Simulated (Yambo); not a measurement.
Yambo run on K2NaYF6 (space group Fm-3m, No. 225). The wavefunctions are PBEsol (pw.x of Quantum ESPRESSO, ONCV potentials, without SOC) ones on a 2×2×2 mesh (40 occupied bands); a = b = c = 6.3050 Å, α = β = γ = 60.00°.

Yambo input:

```
rim_cut
HF_and_locXC
RandQpts= 1000000
RandGvec= 1 Ry
EXXRLvcs= 88 Ry
VXCRLvcs= 352 Ry
% QPkrange
 1 | 1 | 40 | 41 |
 2 | 2 | 40 | 41 |
 3 | 3 | 40 | 41 |
%
```

k points by index: 1 = Γ, 2 = L, 3 = X.

Table of the .hf output:

```
#    K-point    Band    Eo [eV]    Ehf [eV]    Vxc [eV]    Vnlxc [eV]
#
    1    40    0.000000    -7.745864    -22.13135    -29.87721
    1    41    6.160608    10.30025    -8.175661    -4.036020
    2    40    -0.147758    -7.919895    -21.82938    -29.60152
    2    41    7.992069    12.38052    -9.811379    -5.422927
    3    40    -0.009795    -7.747212    -22.09622    -29.83364
    3    41    8.308988    12.64051    -9.965880    -5.634356
```
Exchange alone, without screening.

Geometry of the Materials Project entry, not relaxed at this level.

The structure is a Materials Project entry; no match was found in the copy of COD used, and its stability was not checked.
